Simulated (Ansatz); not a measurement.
Input file for Ansatz (a program for electronic structure):

Ansatz 0.2 input:
```yaml
crystal:
  lattice:
    - [0.0, 3.7310571361, 3.7310571361]
    - [3.7310571361, 0.0, 3.7310571361]
    - [3.7310571361, 3.7310571361, 0.0]
  atoms:
    - { symbol: K, position: [0.25, 0.25, 0.25] }
    - { symbol: K, position: [0.75, 0.75, 0.75] }
    - { symbol: S, position: [0.0, 0.0, 0.0] }
kpoints:
  mp_grid: { grid: [7, 7, 7] }
hamiltonian:
  xc: pbe
  pseudopotentials: { kind: paw }
scf:
  occupations: { method: fixed }
elastic: { mode: relaxed_ion, stencil: two_point, amplitude: 0.005, f_tol: 0.0005 }
```

Output (shortened):

```
Pseudopotential: K, paw, valence charge 9
Pseudopotential: S, paw, valence charge 6
Functional definition: PBE
Crystal: 3 atoms, lattice volume = 103.879 Å³
Basis set: ecut = 420 eV, 2085 PW (Γ), exchange–correlation on 72×72×72 points (8 copies of the dense FFT grid, shifted against one another)
Bands: 16, of which v1, the nominal top of the filled ones, is band 12 counted from 1 (11 counted from 0)
Symmetry: 48 space group operations
Space group: Fm-3m (ITA 225), of the structure as read, at distance tolerance 4.7e-5 Å
k-points: 20 of 343
SCF 1 converged in 10 iterations: F = -3980.859471 eV  dr2 = 9.84e-14
Crystal: 3 atoms, lattice volume = 103.359 Å³
Basis set: ecut = 420 eV, 2037 PW (Γ), exchange–correlation on 72×72×72 points (8 copies of the dense FFT grid, shifted against one another)
Symmetry: 16 space group operations
k-points: 40 of 343
SCF 2 converged in 8 iterations: F = -3980.859176 eV  dr2 = 9.92e-15
Crystal: 3 atoms, lattice volume = 104.398 Å³
SCF 3 converged in 6 iterations: F = -3980.859214 eV  dr2 = 1.26e-14
Crystal: 3 atoms, lattice volume = 103.878 Å³
Basis set: ecut = 420 eV, 2069 PW (Γ), exchange–correlation on 72×72×72 points (8 copies of the dense FFT grid, shifted against one another)
Symmetry: 8 space group operations
k-points: 64 of 343
SCF 4 converged in 9 iterations: F = -3980.859388 eV  dr2 = 5.83e-14
relax step   1: F+E_penalty+E_count = -3980.85938765 eV  Δ(F+E_penalty+E_count) = +0.000e0 eV  max|allowed force component| = 5.773e-3 eV/Å  Δτ_max = 0.0000 Å  (9 SCF iters, accepted)
Crystal: 3 atoms, lattice volume = 103.878 Å³
SCF 5 converged in 7 iterations: F = -3980.859399 eV  dr2 = 3.67e-14
relax step   2: F+E_penalty+E_count = -3980.85939930 eV  Δ(F+E_penalty+E_count) = -1.165e-5 eV  max|allowed force component| = 2.829e-3 eV/Å  Δτ_max = 0.0014 Å  (7 SCF iters, accepted)
Crystal: 3 atoms, lattice volume = 103.878 Å³
SCF 6 converged in 7 iterations: F = -3980.859403 eV  dr2 = 2.16e-14
relax step   3: F+E_penalty+E_count = -3980.85940298 eV  Δ(F+E_penalty+E_count) = -3.679e-6 eV  max|allowed force component| = 7.391e-8 eV/Å  Δτ_max = 0.0013 Å  (7 SCF iters, accepted)
Crystal: 3 atoms, lattice volume = 103.878 Å³
SCF 7 converged in 9 iterations: F = -3980.859403 eV  dr2 = 7.03e-14
Crystal: 3 atoms, lattice volume = 103.878 Å³
SCF 8 converged in 9 iterations: F = -3980.859388 eV  dr2 = 6.14e-14
relax step   1: F+E_penalty+E_count = -3980.85938765 eV  Δ(F+E_penalty+E_count) = +0.000e0 eV  max|allowed force component| = 5.773e-3 eV/Å  Δτ_max = 0.0000 Å  (9 SCF iters, accepted)
Crystal: 3 atoms, lattice volume = 103.878 Å³
SCF 9 converged in 8 iterations: F = -3980.859403 eV  dr2 = 2.93e-15
relax step   2: F+E_penalty+E_count = -3980.85940298 eV  Δ(F+E_penalty+E_count) = -1.533e-5 eV  max|allowed force component| = 8.169e-8 eV/Å  Δτ_max = 0.0027 Å  (8 SCF iters, accepted)
Crystal: 3 atoms, lattice volume = 103.878 Å³
SCF 10 converged in 9 iterations: F = -3980.859403 eV  dr2 = 7.40e-14
SCF converged after 10 iterations
Free energy (F): -3980.859471 eV
Harris-Foulkes:  -3980.859471 eV  (|F-HF|=9.09e-13)
Internal energy: -3980.859471 eV  (E = F + TS)
E sigma→0 (E₀):  -3980.859471 eV
Fermi energy:    2.467579 eV
--- Per-component energies (eV) ---
  E_band       = -231.009734
  E_kinetic    = 615.476059
  E_local      = -1389.522707  (includes V_loc(G=0)·N_el)
  E_nonlocal   = 53.676348
  E_hartree    = 485.282045
  E_xc         = -368.442457
  E_vxc        = -418.493125  (∫ρ·V_xc dr)
  E_paw        = -2163.974017  (= ΣΔE_a)
  E_vpaw       = -62.710399  (= ΣTr[D̂ρ^β])
  E_aug_tail   = -0.000005  (compensation charges beyond the density's cutoff)
  E_ewald      = -1213.354739
  E_smearing   =  0.000000  (= −TS)
  E_closure    =  0.000000  (closes the sum)
  Σ components = -3980.859471   (vs F -3980.859471, Δ=0.00e0)
--- Forces (eV/Å), atoms counted from 1 ---
  atom   1  K      0.00000000     0.00000000     0.00000000
  atom   2  K      0.00000000     0.00000000     0.00000000
  atom   3  S      0.00000000     0.00000000     0.00000000
  max |Σ_I F_I| component: 3.01e-17 eV/Å
--- Stress (GPa, compression-positive) ---
        0.005551       0.000000       0.000000
        0.000000       0.005551       0.000000
        0.000000       0.000000       0.005551
  P = ⅓ Tr σ = 0.0056 GPa (0.056 kbar)
--- Band table (eV; the first three rows and the last of 20) ---
  k-point 0: bands = ["-26.7898", "-26.7148", "-10.3768", "-10.3768", "-10.3768", "-10.1541", "-10.1541", "-10.1541", "-7.1230", "2.2952", "2.2952", "2.2952", "4.7943", "7.9289", "7.9289", "9.8536"]
  k-point 1: bands = ["-26.7859", "-26.7183", "-10.3723", "-10.3672", "-10.3672", "-10.1831", "-10.1665", "-10.1665", "-7.0870", "2.1569", "2.3174", "2.3174", "5.2027", "7.9531", "7.9531", "9.4243"]
  k-point 2: bands = ["-26.7751", "-26.7284", "-10.3637", "-10.3394", "-10.3394", "-10.2438", "-10.2004", "-10.2004", "-7.0099", "1.9634", "2.3674", "2.3674", "6.0530", "8.0610", "8.0610", "8.6385"]
  k-point 19: bands = ["-26.7526", "-26.7495", "-10.5299", "-10.4448", "-10.3179", "-10.2429", "-10.1243", "-10.1038", "-6.9027", "2.0431", "2.1637", "2.4540", "6.2304", "8.0129", "8.3672", "9.0180"]
--- Elastic constants: 2 strain directions × 2 members + reference (group order 48) ---
  dense FFT box of the reference and of every strained cell: 36×36×36
  strains applied: 11, 23; error gains: componentwise 1.00 (the most a stress slope's error grows in a printed constant), spectral 1.73 (1 for all six strains …
  C = ∂σ_k/∂η_j (tension-positive GPa; Voigt order 11 22 33 23 13 12):
        34.167     10.359     10.359      0.000      0.000      0.000
        10.359     34.167     10.359      0.000      0.000      0.000
        10.359     10.359     34.167      0.000      0.000      0.000
         0.000      0.000      0.000      8.440      0.000      0.000
         0.000      0.000      0.000      0.000      8.440      0.000
         0.000      0.000      0.000      0.000      0.000      8.440
  reference stress σ⁰ (GPa):     -0.006     -0.006     -0.006      0.000      0.000      0.000
  moduli (Voigt/Reuss/Hill, GPa): K = 18.29/18.29/18.29   G = 9.83/9.55/9.69   E = 24.70   ν = 0.275
  mechanically stable: yes (min eigenvalue of sym C = 8.44 GPa)
  strain η (Voigt 11):  stress-route row diagonal C_11 = 34.17 GPa, energy-path curvature d²(F+E_count+ΔE)/dδ²/Ω₀ = 34.17 GPa
         δ    σ_11 (GPa)             F (eV)   n_scf  n_hpsi   n_pw
    -5.000e-3      -0.1773       -3980.8591756       8   12033   2037   relax 0 steps, max|allowed force component| 5.55e-17 eV/Å
     5.000e-3       0.1643       -3980.8592135       6   10814   2085   relax 0 steps, max|allowed force component| 5.55e-17 eV/Å
  strain η (Voigt 23):  stress-route row diagonal C_44 = 8.44 GPa, energy-path curvature d²(F+E_count+ΔE)/dδ²/Ω₀ = 8.44 GPa
         δ    σ_23 (GPa)             F (eV)   n_scf  n_hpsi   n_pw
    -5.000e-3      -0.0422       -3980.8594030       9   21119   2069   relax 3 steps, max|allowed force component| 7.39e-8 eV/Å
     5.000e-3       0.0422       -3980.8594030       9   21522   2069   relax 2 steps, max|allowed force component| 8.17e-8 eV/Å
```

Cost: very roughly 60 core-seconds on shared cores.

The cell was relaxed with PBE under the symmetry of its start; phonons on a q-mesh show no instability.

Potentials: the later of the program's two PAW sets.

Ansatz is a plane-wave DFT program.
